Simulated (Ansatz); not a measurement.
## One relaxed cell of B$_{5}$H$_{9}$ at several levels

A database entry relaxed whole under r2SCAN at zero pressure (I4mm, No. 107):

```yaml
crystal:
  lattice:
    - [-3.62569, 3.62569, 2.67095]
    - [3.62569, -3.62569, 2.67095]
    - [3.62569, 3.62569, -2.67095]
  atoms:
    - { symbol: B, position: [0.22897, 0.22897, 0.00000] }
    - { symbol: B, position: [0.01899, 0.19315, 0.17416] }
    - { symbol: B, position: [0.19315, 0.01899, 0.17416] }
    - { symbol: B, position: [0.01899, 0.84483, 0.82584] }
    - { symbol: B, position: [0.84483, 0.01899, 0.82584] }
    - { symbol: H, position: [0.04438, 0.38047, 0.33609] }
    - { symbol: H, position: [0.38047, 0.04438, 0.33609] }
    - { symbol: H, position: [0.04438, 0.70829, 0.66391] }
    - { symbol: H, position: [0.70829, 0.04438, 0.66391] }
    - { symbol: H, position: [0.45028, 0.45028, 0.00000] }
    - { symbol: H, position: [0.98243, 0.98243, 0.26272] }
    - { symbol: H, position: [0.98243, 0.71971, 0.00000] }
    - { symbol: H, position: [0.71971, 0.71971, 0.73728] }
    - { symbol: H, position: [0.71971, 0.98243, 0.00000] }
```

Its volume is 10.03 Å³ an atom, +1.8 % against the entry's 9.85, which is old or was flagged in a check.

Single points on this cell with plane-wave PAW DFT (Ansatz 0.2.0; r2SCAN 500 eV, hybrids 420 eV; fermi-dirac occupations of width 0.020 eV; no moments): r2SCAN on a 6×6×6 Γ-centred mesh; HSE06 on a 4×4×4 Γ-centred mesh; PBE0 on a 4×4×4 Γ-centred mesh.

Question: How do gap, pressure and charges move from level to level?

Answer: The runs give:

| level | gap (eV), or kind | pressure (GPa) | Bader charge of B (e) | Bader charge of H (e) |
| --- | --- | --- | --- | --- |
| r2SCAN | 6.13 | 0.0 | +1.08 | -0.60 |
| HSE06 | 6.91 | 0.1 | +1.06 | -0.59 |
| PBE0 | 7.68 | 0.1 | +1.06 | -0.59 |

Under r2SCAN the gap is 6.13 eV, over mesh and band path. HSE06 moves it by +0.78 eV and PBE0 by +1.55 eV; PBE0 keeps its exact exchange at long range, which widens the gap over HSE06's by 0.77 eV on their common mesh.

Caveats: the relaxation kept the start's symmetry; HSE06 is read on its mesh and at the zone's corners, PBE0 on its mesh alone; hybrid pressures are good to a few tenths of a GPa; pressure is positive in compression.
